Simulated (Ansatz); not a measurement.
**Static calculation, CuI**

System: CuI (zinc blende type, first atom moved by 0.06 Å along [111]), 2 atoms in the cell.

Ansatz input (lattice in Å, positions in fractions of it; a bare `kind: paw` takes the build's default datasets)
```yaml
crystal:
  lattice:
    - [0.0, 3.045, 3.045]
    - [3.045, 0.0, 3.045]
    - [3.045, 3.045, 0.0]
  atoms:
    - { symbol: Cu, position: [0.00568818, 0.00568818, 0.00568818] }
    - { symbol: I, position: [0.25, 0.25, 0.25] }
kpoints:
  mp_grid: { grid: [4, 4, 4] }
hamiltonian:
  xc: hse06
  pseudopotentials: { kind: paw }
scf:
  occupations: { method: fermi_dirac, width: 0.05 }
output:
  forces: true
  stress: true
  eigenvalues: true
accuracy: low
```

Theory: HSE06, plane waves, PAW datasets (generated soft set 1) (Ansatz).

Output, in brief

```json
{"Plane-wave cutoff used": "420 eV", "Pressure": "0.33 GPa", "Largest force": "0.167 eV/Å on Cu1 and I2", "Valence electrons": "36", "Irreducible k-points": "13", "CPU time": "of the order of 50 core-seconds on a shared host"}
```

| atom | Fx (eV/Å) | Fy (eV/Å) | Fz (eV/Å) |
| --- | --- | --- | --- |
| Cu1 | -0.096 | -0.096 | -0.096 |
| I2 | 0.096 | 0.096 | 0.096 |

Stress tensor in GPa, compression positive:
```
0.33 0.36 0.36
0.36 0.33 0.36
0.36 0.36 0.33
```

The stress includes the program's correction for the finite plane-wave basis.
